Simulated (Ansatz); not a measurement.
Given:

LiBr:
```
LiBr
1.0
    0.00000     2.75540     2.75540
    2.75540     0.00000     2.75540
    2.75540     2.75540     0.00000
Li Br
1 1
Direct
  0.00000   0.00000   0.00000
  0.50000   0.50000   0.50000
```

This is the PBE-relaxed structure.

Problem. All from the program Ansatz at the PBE level (PAW), unless another level is named. Give the Hill bulk and shear moduli.

Solution. 25.8 and 16.0 GPa.

Problem. Next, the zero-point energy?

Solution. 25.9 meV/atom.

Problem. What about the vibrational entropy at 300 K?

Solution. 38.8 J/(K·mol of atoms).

Space group Fm-3m (rock salt). Symmetry was held in the PBE relaxation; phonons on a q-mesh show no instability.

Potentials: the later of the program's two PAW sets.
